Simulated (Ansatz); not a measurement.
Nb2C in space group Pnma (No. 62; Nb on 4c, Nb on 4c, C on 4c) at seven volumes, r²SCAN (plane waves, PAW; program Ansatz), shape and atoms relaxed at each. One row is withheld.

```
V (Å³/atom)  P (GPa)
-----------  -------
12.808         27.13
13.231         16.70
13.653          7.72
14.075          0.00
14.497         -6.59
14.920        -12.19
15.342             ?
```

Fit the shown pressures and predict the withheld one.

Third-order Birch–Murnaghan: P = (3/2)B₀(x^(7/2) − x^(5/2))[1 + (3/4)(B′ − 4)(x − 1)] with x = (V₀/V)^(2/3). Least squares on the six rows gives V₀ = 14.077 Å³/atom, B₀ = 236.7 GPa, B′ = 4.11. At V = 15.342, x = 0.9442 and P = -17.07 GPa. The run itself gave -16.92 GPa.

The first step of the workflow began from a Materials Project structure, measured or hypothetical; the Crystallography Open Database copy checked does not list it. Whether it is the stable phase at ambient conditions was not checked. The r²SCAN relaxation kept the symmetry of its start; whether a distortion lowers the energy is not shown. The run is not spin-polarised.

Potentials: the earlier of the program's two PAW sets. The files were generated under PBE; for other functionals the program regenerates the frozen cores, and for LDA and PBEsol the local potential too.
